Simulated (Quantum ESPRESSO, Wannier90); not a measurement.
Tight-binding from DFT: Mg$_{2}$Si (Fm-3m)

```
CELL_PARAMETERS angstrom
      0.00000     3.16982     3.16982
      3.16982     0.00000     3.16982
      3.16982     3.16982     0.00000
ATOMIC_POSITIONS crystal
  Mg 0.25000 0.25000 0.25000
  Mg 0.75000 0.75000 0.75000
  Si 0.00000 0.00000 0.00000
```

Cell from Materials Project (mp-1367), symmetrised, no further relaxation. COD (Crystallography Open Database) has an entry of this formula and space group (matched by these alone). Method: PBEsol plane waves in Quantum ESPRESSO 7.5 (PseudoDojo norm-conserving files, 68 Ry, no spin polarisation, no spin-orbit coupling), Bloch states on a 8×8×8 mesh through Γ, Wannier90 4.0.1. Density: 8×8×8 mesh, cold smearing 0.01 Ry. The gap is small at this level and was sampled on the meshes and a path alone.

Energies are relative to the valence-band maximum.

**Bands.** A Kohn-Sham gap of 0.12 eV opens above band 12. 4 filled groups are cut off by gaps; the highest, bands 10–12, spans -4.80 to 0.00 eV and is Si 3p 75 %, Mg 3s 15 %, Si 3s 4 %.

**Valence functions.** The best of several starts gives 4 functions with Ω_total = 13.29 Å², 83 % of it gauge-invariant: 4 of 3.32 Å² at 0.73 Å from Si.

**Model.** 12 functions (Mg sp, Si sp) from bands 9-29, frozen to 1.62 eV, reach Ω_I = 21.17 Å² and follow pw.x to 8.1 meV rms (states up to 1.1 eV relative to the valence-band maximum).

**Frozen window.** Edge, Ω_I and misfit go 0.6 eV, 20.58 Å², 37 meV; 1.6 eV, 21.17 Å², 8.1 meV; 3.6 eV, 24.96 Å², 4.8 meV. Ω_I never falls as the edge rises, since each frozen state takes freedom from the choice of the smoothest subspace. The edges under the compared range leave its upper states unfrozen, and their misfit is the largest.

**No window.** Without a frozen window Ω_I drops to 19.87 Å² while the misfit grows to 206 meV: a small spread is no proof of good bands.

**Outer window.** The setting "only the lowest 18 of the kept bands" raises Ω_I to 26.62 Å², as fewer states are left to mix in, and the misfit goes to 4.3 meV.

**Stops.** With the frozen window to 7.80 eV the program stops (More states in the frozen window than target WFs). With the outer window to 10.33 eV the program stops (Energy window contains fewer states than number of target WFs).
